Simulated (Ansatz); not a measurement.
NbHO₃ in space group Pmm2 (No. 25; Pearson symbol oP5), plane-wave PAW r²SCAN (Ansatz code). The conduction-band minimum lies at Γ, with 1 equivalent valley. Second derivatives d²E/dk² of the lowest band at one valley (eV·Å²), along Cartesian directions:

```csv
direction,d²E/dk²
[100],29.37
[010],13.79
[001],0.3615
[110],21.58
[101],14.87
[011],7.076
```

Task: Find the principal effective masses, the density-of-states mass and the conductivity mass.

Result: Off-diagonal terms follow from H_xy = H[110] − (H_xx + H_yy)/2, and m*/mₑ = 7.620 eV·Å² over each eigenvalue: 0.26, 0.55, 21. One valley's DOS mass (m₁m₂m₃)^(1/3) = 1.4, conductivity mass 3/(Σ 1/mᵢ) = 0.53 mₑ.

Task: What effective density of states Nc follows at 300 K for parabolic valleys?

Result: Nc = 2.509e19 × 1 × (1.4)^(3/2) ≈ 4.2e19 cm⁻³.

The start of the workflow was typed in or built on a structure type; neither database checked (COD, Materials Project) lists it. Whether it is the stable phase at ambient conditions was not checked. The r²SCAN relaxation kept the symmetry of its start; whether a distortion lowers the energy is not shown. The workflow began spin-polarised and lost its moments. The cell computed holds one magnetic atom, so no antiferromagnetic order was within reach. Spin–orbit coupling is left out wherever it is not named.

Potentials: the earlier of the program's two PAW sets.

Edges and masses are those of Kohn–Sham bands, whose gap is no quasiparticle gap.
